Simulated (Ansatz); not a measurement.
NaF:
```
NaF
1.0
    0.00000     2.29726     2.29726
    2.29726     0.00000     2.29726
    2.29726     2.29726     0.00000
Na F
1 1
Direct
  0.00000   0.00000   0.00000
  0.50000   0.50000   0.50000
```

Tensor components refer to the Cartesian frame of this cell.

Q: Give the high-frequency dielectric tensor and the Born effective charge tensors of the independent atoms from DFPT, r²SCAN (plane waves, PAW; program Ansatz).

A: 
ε∞:
```
1.82  0.00  0.00
0.00  1.82  0.00
0.00  0.00  1.82
```
Z* of atom 1 (Na), rows: field, columns: displacement, in e:
```
1.00  0.00  0.00
0.00  1.00  0.00
0.00  0.00  1.00
```
Z* of atom 2 (F), rows: field, columns: displacement, in e:
```
-1.00   0.00   0.00
 0.00  -1.00   0.00
 0.00   0.00  -1.00
```

Static charges for comparison (Bader): Na1 +0.89, F2 -0.89 e. Born charges measure polarisation by displacement and can exceed these by far.

Space group Fm-3m (rock salt). Symmetry was held in the r²SCAN relaxation; phonons on a q-mesh show no instability.

Potentials: the later of the program's two PAW sets.
